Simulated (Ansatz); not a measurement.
The relaxed structure here is a generated cell of Pt: the first start was made by placing the elements on the sites of a structure type, and the end was not matched to a known phase here, so it may be hypothetical. Known forms of Pt include space group No. 225.

A relaxed cell of Pt (Fd-3m (No. 227)), relaxed on a k-mesh at least as fine as the one used below. Method: PBEsol (plane waves to 420 eV, PAW, scalar-relativistic; Ansatz, a quantum-chemistry and plane-wave program). Γ-centred k-mesh 5×10×10 on the run's cell (coarser than for final values), Fermi–Dirac smearing 0.05 eV.

```xyz
4
Lattice="0.0000 5.6885 5.6885 2.8442 0.0000 2.8442 2.8442 2.8442 0.0000" Properties=species:S:1:pos:R:3 pbc="T T T"
Pt     1.4221     1.4221     1.4221
Pt     1.4221     4.2664     4.2664
Pt     0.0000     0.0000     0.0000
Pt     2.8442     2.8442     5.6885
```

The atoms are displaced along an unstable phonon of this cell by (Å):

```csv
atom,ux,uy,uz
Pt1,0.043,-0.078,0.121
Pt2,-0.043,0.078,-0.121
Pt3,0.043,-0.078,0.121
Pt4,-0.043,0.078,-0.121
```

Q: What forces (eV/Å) and pressure result?

A: 
```csv
atom,Fx,Fy,Fz
Pt1,-0.06,0.04,0.15
Pt2,-0.10,0.12,0.01
Pt3,0.10,-0.12,-0.01
Pt4,0.06,-0.04,-0.15
```

Pressure -0.6 GPa.

The undisplaced cell is probably no minimum: from this displacement the run went on to Fm-3m (No. 225), 1.28 eV/atom below it.

No spin polarisation in the result. A magnetic state may lie lower.
